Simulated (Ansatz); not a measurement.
LaZrNO$_{2}$:
```xyz
10
Lattice="-2.9413 2.9457 4.0893 2.9413 -2.9457 4.0893 2.9413 2.9457 -4.0893" Properties=species:S:1:pos:R:3 pbc="T T T"
La     1.3437     0.0000     6.1339
La     1.5976     0.0000     2.0446
Zr     4.4120     0.0921     0.0000
Zr     1.4707     2.8536     0.0000
N      2.9413     1.4729     0.5225
N      2.9413    -1.4729     3.5667
O      0.8305     2.9457     2.0446
O      2.1108     2.9457    -2.0446
O      0.0000     1.4729     4.5745
O      2.9413     1.4729     3.6041
```

Relaxed with r²SCAN. Special points in fractions of this cell's reciprocal vectors: Γ (0.000, 0.000, 0.000); X (0.500, 0.500, -0.500); F2 (0.379, 0.621, -0.379); Σ0 (-0.379, 0.379, 0.379); Y0 (0.380, -0.380, 0.380); U0 (0.620, 0.380, -0.380); R (0.000, 0.500, 0.000); W (0.250, 0.250, 0.250); S (0.500, 0.000, 0.000); T (0.000, 0.000, 0.500).

Question: List the band energies nearest the valence-band maximum at these points for DFT-r²SCAN with spin–orbit coupling in the program Ansatz with PAW potentials.

Answer: In eV from the valence-band maximum; about four levels below and three above (degenerate sets whole), none deeper than 8.9 eV; points with the same levels are listed once.

```
k                     below                above
--  -----------------------  -------------------
Γ   -0.44 -0.44 -0.40 -0.40  2.66 2.66 3.09 3.09
X     -0.46 -0.46 0.00 0.00  2.85 2.85 3.76 3.76
F2  -0.81 -0.81 -0.25 -0.25       3.30 3.32 3.80
Y0  -0.99 -0.98 -0.17 -0.14  3.26 3.26 3.84 3.84
R   -0.64 -0.64 -0.48 -0.48  3.68 3.68 3.82 3.82
W   -0.55 -0.53 -0.51 -0.50       3.64 3.64 3.65
S   -0.63 -0.63 -0.34 -0.34  3.78 3.78 3.97 3.97
T   -0.60 -0.60 -0.42 -0.42  3.24 3.24 3.84 3.84
```

Space group I2_12_12_1. The start of the workflow was typed in or built on a structure type; neither database checked (COD, Materials Project) lists it. Whether it is the stable phase at ambient conditions was not checked. Symmetry was held in the r²SCAN relaxation; its stability against distortions is not shown here. No spin polarisation was allowed.

Potentials: the earlier of the program's two PAW sets.
